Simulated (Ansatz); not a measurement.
A relaxed structure of Co. Space group P6₃/mmc (No. 194), AFLOW prototype A_hP4_194_ac (A3', as in La). All values below come from PBEsol (plane waves to 420 eV, PAW, scalar-relativistic; Ansatz, a quantum-chemistry and plane-wave program).

```xyz
4
Lattice="2.4567 0.0000 0.0000 -1.2283 2.1275 0.0000 0.0000 0.0000 7.9609" Properties=species:S:1:pos:R:3 pbc="T T T"
Co     0.0000     0.0000     0.0000
Co     0.0000     0.0000     3.9804
Co     0.0000     1.4184     1.9902
Co     1.2283     0.7092     5.9707
```

### Question
Estimate the magnetic moment that PBEsol returns for this input.

### Answer
Net 1.60 μB/atom, ferromagnetic.

Spin state reached: ferromagnetic (net 1.60 μB/atom), from parallel starting moments; other spin orders were not run from this start.

The run could not lose the symmetry of its start; a randomly shaken copy of 8 atoms returns to this structure.

All atoms sit on sites fixed by symmetry, so only the cell could relax.

The relaxed structure here is a generated cell of Co: the first start was made by placing the elements on the sites of a structure type, and the end was not matched to a known phase here, so it may be hypothetical. A known form of Co has the same space group; whether the sites agree was not checked.
